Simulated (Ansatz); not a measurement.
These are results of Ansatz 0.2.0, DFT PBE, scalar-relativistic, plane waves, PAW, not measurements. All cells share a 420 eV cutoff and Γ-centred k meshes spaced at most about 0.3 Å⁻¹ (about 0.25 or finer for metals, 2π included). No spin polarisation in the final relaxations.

These are static total energies at zero pressure. All come from trial cells, and lower structures may exist.

Task: Order these relaxed structures of Pd2PtS3 by energy, lowest first, with the energy over the lowest of them.
A.

Space group I4/mmm (No. 139). a = 4.804 Å, b = 4.804 Å, c = 9.231 Å, α = 90.00°, β = 90.00°, γ = 90.00°
```
atom  site  symmetry       x       y       z
  Pd    4d      -4m2  0.0000  0.5000  0.2500
  Pt    2b     4/mmm  0.5000  0.5000  0.0000
   S    4c      mmm. 0.0000  0.5000  0.0000
   S    2a     4/mmm  0.0000  0.0000  0.0000
```

B.

Space group R-3m:H (No. 166). a = 6.776 Å, b = 6.776 Å, c = 8.762 Å, α = 90.00°, β = 90.00°, γ = 120.00°
```json
{"atom": "Pd", "site": "6c", "symmetry": "3m", "x": "0.3333", "y": "0.6667", "z": "0.3378"}
{"atom": "Pt", "site": "3a", "symmetry": "-3m", "x": "0.0000", "y": "0.0000", "z": "0.0000"}
{"atom": "S", "site": "9d", "symmetry": ".2/m", "x": "0.8333", "y": "0.1667", "z": "0.1667"}
```

C.

Space group P4/mmm (No. 123). a = 3.115 Å, b = 3.115 Å, c = 9.336 Å, α = 90.00°, β = 90.00°, γ = 90.00°
```csv
atom,site,symmetry,x,y,z
Pd,2h,4mm,0.5000,0.5000,0.8349
Pt,1d,4/mmm,0.5000,0.5000,0.5000
S,1a,4/mmm,0.0000,0.0000,0.0000
S,2g,4mm,0.0000,0.0000,0.6649
```

D.

Space group P6/mmm (No. 191). a = 4.891 Å, b = 4.891 Å, c = 4.678 Å, α = 90.00°, β = 90.00°, γ = 120.00°
| atom | site | symmetry | x | y | z |
| --- | --- | --- | --- | --- | --- |
| Pd | 2d | -6m2 | 0.3333 | 0.6667 | 0.5000 |
| Pt | 1b | 6/mmm | 0.0000 | 0.0000 | 0.5000 |
| S | 2c | -6m2 | 0.3333 | 0.6667 | 0.0000 |
| S | 1a | 6/mmm | 0.0000 | 0.0000 | 0.0000 |

Result: C (0 meV/atom), D (42 meV/atom), A (53 meV/atom), B (108 meV/atom). Forms: C Pd and Pt ordered on caesium chloride sites, P4/mmm; D P6/mmm; A I4/mmm; B R-3m. Counting S atoms around Pd and Pt (those within 1.25 times the shortest such distance or 1.15 times the sum of covalent radii): C has Pd 8, Pt 8; D has Pd 2, Pt 2; A has Pd 2, Pt 4; B has Pd 3, Pt 6. A holds S–S nets (shortest 2.40 Å) (bonds between like non-metal atoms; other contacts aren't counted). Even the lowest lies +0.19 eV/atom against the elements.

The k mesh leaves some 4 meV/atom of noise in the energy of each metallic cell. Spin–orbit coupling, which can matter for Pt, is left out. Cells relaxed within their symmetry can be saddle points. Some candidate types were left out of the draw beforehand, so a known form may be missing.
